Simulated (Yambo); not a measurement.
Yambo run on LuIO (space group P4/nmm, No. 129). The wavefunctions come from this Quantum ESPRESSO step (PBEsol, PseudoDojo standard norm-conserving files, scalar-relativistic):

```
&CONTROL
  calculation = 'nscf'
  pseudo_dir = './pseudo'
  outdir = './out'
/
&SYSTEM
  ibrav = 0
  nat = 6
  ntyp = 3
  ecutwfc = 100.0
  ecutrho = 400.0
  occupations = 'fixed'
  force_symmorphic = .true.
  nbnd = 213
/
&ELECTRONS
  conv_thr = 6.000000000000001e-09
  diago_full_acc = .true.
  diago_thr_init = 1e-08
/
ATOMIC_SPECIES
O 15.9990 O.upf
I 126.9045 I.upf
Lu 174.9668 Lu.upf
CELL_PARAMETERS angstrom
  3.843622407000   0.000000000000   0.000000000000
  0.000000000000   3.843622407000   0.000000000000
  0.000000000000   0.000000000000   9.084540481000
ATOMIC_POSITIONS crystal
O   0.000000000000   0.000000000000   0.500000000000
O   0.500000000000   0.500000000000   0.500000000000
I   0.500000000000   0.000000000000   0.174722662100
I   0.000000000000   0.500000000000   0.825277337900
Lu   0.000000000000   0.500000000000   0.381692035200
Lu   0.500000000000   0.000000000000   0.618307964800
K_POINTS automatic
4 4 1 0 0 0
```

Yambo input:

```
rim_cut
gw0
dyson
el_el_corr
HF_and_locXC
ppa
em1d
RandQpts= 1000000
RandGvec= 1 Ry
EXXRLvcs= 100 Ry
VXCRLvcs= 400 Ry
Chimod= "HARTREE"
% BndsRnXp
 3 | 212 |
%
NGsBlkXp= 7 Ry
% LongDrXp
 1.0 | 1.0 | 1.0 |
%
PPAPntXp= 27.2114 eV
% GbndRnge
 1 | 212 |
%
GTermKind= "BG"
DysSolver= "n"
ExtendOut
% QPkrange
 1 | 1 | 38 | 39 |
 2 | 2 | 38 | 39 |
 3 | 3 | 38 | 39 |
 6 | 6 | 38 | 39 |
%
```

k points by index: 1 = Γ, 2 = (0, 0.25, 0), 3 = X, 6 = M.

Table of the .qp output:

```
#    K-point    Band    Eo [eV]    E [eV]    E-Eo [eV]    Vxc [eV]    Vnlxc [eV]    Sc|Eo [eV]    Sc|E [eV]    dSc/dw|Eo [eV]    Re(Z)    Im(Z)
#
    1    38    -0.118027    -1.014526    -0.896499    -12.75579    -15.61648    1.758213    1.964189    -6.251361    0.813182    -0.001261
    1    39    3.239700    3.723380    0.483680    -10.61674    -6.406386    -3.627267    -3.726674    -5.591407    0.829543    -0.001113
    2    38    0.000000    -0.878690    -0.878690    -12.57657    -15.29093    1.636059    1.835674    -6.181098    0.814894    -0.001252
    2    39    4.292646    4.839751    0.547105    -11.72921    -7.381842    -3.681773    -3.800262    -5.891438    0.822022    -0.001865
    3    38    -0.031762    -0.906902    -0.875140    -12.16331    -14.71998    1.485131    1.681525    -6.106043    0.816729    -0.001253
    3    39    4.850745    5.404674    0.553929    -12.27719    -7.932059    -3.672449    -3.791198    -5.831696    0.823509    -0.001770
    6    38    -1.080553    -1.912695    -0.832142    -12.50102    -15.45232    1.923621    2.119159    -6.393305    0.809747    -0.001487
    6    39    3.203506    3.577661    0.374155    -10.47069    -6.571581    -3.447440    -3.524949    -5.635571    0.828428    -0.001142
```
(The two width columns are left out.) Convergence of these settings isn't established.

Spin-orbit coupling is not included.

Geometry relaxed with PBE+D3(BJ).
